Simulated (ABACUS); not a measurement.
Set-up for a self-consistent single point of Mo (C2/m, 1 atom in the cell; from Materials Project mp-129, changed as shown).

```
CELL_PARAMETERS angstrom
     -1.55213     1.55213     1.55213
      1.58381    -1.58381     1.58381
      1.58381     1.58381    -1.58381
ATOMIC_POSITIONS crystal
  Mo 0.00000 0.00000 0.00000
```

Level of theory: LDA (PW92), PseudoDojo 0.4 standard norm-conserving LDA (tails mended) pseudopotentials (plane waves; ABACUS).

ABACUS settings:

| setting | value |
|---|---|
| KPT | MP 15 15 15 0 0 0 |
| basis_type | pw |
| dft_functional | PWLDA |
| ecutwfc | 80 Ry |
| smearing_method | mv |
| smearing_sigma | 0.00734986 Ry |
| potentials | PseudoDojo 0.4 standard norm-conserving LDA (tails mended) |
| symmetry | 1 |
| symmetry_prec | 1e-05 |
| ks_solver | dav_subspace |
| scf_nmax | 100 |
| scf_thr | 1.0e-09 Ry |
| mixing_type | broyden |

Results:

| Property | Value |
|---|---|
| Number of valence electrons | 14 |
| Number of bands | 17 |
| Number of k-points after the program's reduction | 904 |
| Number of plane waves (most at a k-point) | 1289 |
| Number of SCF iterations | 7 |
| FFT grid | 30 × 30 × 30 |
| Free energy E − TS | -1914.8530 eV |
| Fermi level (on the code's own zero) | 21.13 eV |
| Pressure | -8.48 GPa |

Stress (GPa, positive for compression):
```
-10.35   -0.96   -0.96
 -0.96   -7.54    1.67
 -0.96    1.67   -7.54
```

For comparison: a first run was changed to give this one (lattice vector a scaled by 0.98), and from it to this one the free energy goes down by 18.4 meV/atom and the pressure goes from -13.46 to -8.48 GPa.

The structure comes from a collection of computed structures, made at another level of theory; the collection holds predicted forms beside known ones.

Cost on one core: very roughly 3 core-minutes.

“Tails mended”: in these copies of the files the far tail of each local potential was reset to the Coulomb form.
